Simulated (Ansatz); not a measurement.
GaAs:
```
GaAs
1.0
    3.74201     0.00000     0.00000
    0.00000     3.74201     0.00000
    0.00000     0.00000     6.74011
Ga As
2 2
Direct
  0.00000   0.50000   0.00000
  0.50000   0.00000   0.50000
  0.00000   0.00000   0.25000
  0.00000   0.00000   0.75000
```

Relaxed with r²SCAN. Special points in fractions of this cell's reciprocal vectors: Γ (0.000, 0.000, 0.000); X (0.000, 0.500, 0.000); M (0.500, 0.500, 0.000); Z (0.000, 0.000, 0.500); R (0.000, 0.500, 0.500); A (0.500, 0.500, 0.500).

### Question
List the band energies nearest the Fermi level at these points for r²SCAN in the plane-wave PAW code Ansatz.

### Answer
In eV from the Fermi level; about four levels below and three above (degenerate sets whole), none deeper than 8.9 eV; points with the same levels are listed once.

```csv
k,below,above
Γ,-2.07 -2.07 -1.02 -1.01,0.38 0.38 2.26
X,-6.66 -4.12 -1.97 -1.34,0.28 0.84 1.50
M,-5.21 -3.50 -3.50 -1.03,0.74 0.74 1.23
Z,-1.60 -1.60 -0.72 -0.72,1.50 1.50 4.11 4.11
R,-5.06 -4.19 -3.60 -1.14,0.35 0.68 1.47
A,-2.44 -2.44 -0.23 -0.23,2.52 2.52 4.42 4.42
```

Space group P4_2/mmc. A made-up cell: these elements were put on the sites of a structure type; neither database checked (COD, Materials Project) lists it. It is not the phase usual at ambient conditions (space group No. 216). The cell was relaxed with r²SCAN under the symmetry of its start; whether a distortion lowers the energy is not shown. Spin–orbit coupling is left out wherever it is not named.

Potentials: the later of the program's two PAW sets.
